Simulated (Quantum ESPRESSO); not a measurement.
pw.x input (Quantum ESPRESSO 7.5; PBEsol, PseudoDojo standard norm-conserving files, scalar-relativistic):

```
&CONTROL
  calculation = 'scf'
  pseudo_dir = './pseudo'
  outdir = './out'
  tprnfor = .true.
  tstress = .true.
/
&SYSTEM
  ibrav = 0
  nat = 2
  ntyp = 2
  ecutwfc = 68.0
  ecutrho = 272.0
  occupations = 'smearing'
  smearing = 'fd'
  degauss = 0.005
  nbnd = 19
/
&ELECTRONS
  conv_thr = 2e-10
/
ATOMIC_SPECIES
Ca 40.0780 Ca.upf
Hg 200.5920 Hg.upf
CELL_PARAMETERS angstrom
  3.754650000000   0.000000000000   0.000000000000
  0.000000000000   3.754650000000   0.000000000000
  0.000000000000   0.000000000000   3.754650000000
ATOMIC_POSITIONS crystal
Ca   0.000000000000   0.000000000000   0.000000000000
Hg   0.500000000000   0.500000000000   0.500000000000
K_POINTS automatic
12 12 12 0 0 0
```

End of the output:

```

[...]
     the Fermi energy is    10.9726 ev
!    total energy              =    -410.48089349 Ry
     estimated scf accuracy    <          8.6E-12 Ry
     smearing contrib. (-TS)   =      -0.00136467 Ry
     internal energy E=F+TS    =    -410.47952882 Ry
     The total energy is F=E-TS. E is the sum of the following terms:
     one-electron contribution =    -203.26832929 Ry
     hartree contribution      =     107.32430784 Ry
     xc contribution           =     -69.38267573 Ry
     ewald contribution        =    -245.15283164 Ry
     convergence has been achieved in   9 iterations
     Forces acting on atoms (cartesian axes, Ry/au):
     atom    1 type  1   force =     0.00000000    0.00000000    0.00000000
     atom    2 type  2   force =     0.00000000    0.00000000    0.00000000
     Total force =     0.000000     Total SCF correction =     0.000000
     Computing stress (Cartesian axis) and pressure
          total   stress  (Ry/bohr**3)                   (kbar)     P=      -11.97
  -0.00008136   0.00000000   0.00000000          -11.97        0.00        0.00
   0.00000000  -0.00008136   0.00000000            0.00      -11.97        0.00
   0.00000000   0.00000000  -0.00008136            0.00        0.00      -11.97
```

Spin-orbit coupling is not included.

Geometry of the Materials Project entry, not relaxed at this level.
